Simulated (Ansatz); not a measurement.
Fe12Cu, a known structure type with other elements, at an estimated volume

```xyz
13
Lattice="0.0000 0.0000 4.4781 4.0379 -4.0379 2.2390 4.0379 4.0379 -2.2390" Properties=species:S:1:pos:R:3 pbc="T T T"
Cu    0.0000    0.0000    0.0000
Fe    2.9073    0.0000    0.0000
Fe    4.0379   -1.1306    2.2390
Fe    5.1686    0.0000    0.0000
Fe    4.0379    1.1306    2.2390
Fe    6.2992    0.0000    2.2390
Fe    4.0379    2.2612    0.0000
Fe    1.7767    0.0000    2.2390
Fe    4.0379   -2.2612    4.4781
Fe    2.0190    2.0190    1.1195
Fe    2.0190   -2.0190    3.3585
Fe    2.0190    2.0190   -1.1195
Fe    2.0190   -2.0190    1.1195
```

The numbers come from plane-wave PAW DFT (Ansatz): r2SCAN, no spin polarisation, 500 eV, 8×8×8 Γ-centred k points, fermi-dirac occupations (width 0.044 eV). Nothing was relaxed.

**Question.** Is there a gap?

**Answer.** It is a metal, with about 29 states/eV a cell as the mean within 0.25 eV of the Fermi level, mostly Fe d (96 %).

**Question.** What is the formation energy?

**Answer.** 1.00 eV an atom against the elements' usual phases (free molecules for gases, crystals otherwise, with no correction for O₂ or N₂), so at this geometry it isn't bound against them. Relaxing would lower it.

**Question.** Describe some of the short contacts.

**Answer.** Fe–Fe at 2.24 Å: least valence density 0.54 e/Å³ and ELF 0.26 there. Cu–Fe at 2.86 Å: least valence density 0.18 e/Å³ and ELF 0.22 there. Both are smooth PAW fields, read partly inside the augmentation spheres.

**Question.** Where is the largest force?

**Answer.** The largest is on Fe6 (and as large on other atoms): 0.54 eV/Å, components (0.54, 0.00, 0.00). It makes 96° with the line to a nearest neighbour, Fe13 at 2.32 Å.

Origin: a known structure type with other elements, at an estimated volume, so it need not be a known compound. Caveats: no spin polarisation, so a magnetic state may lie lower.
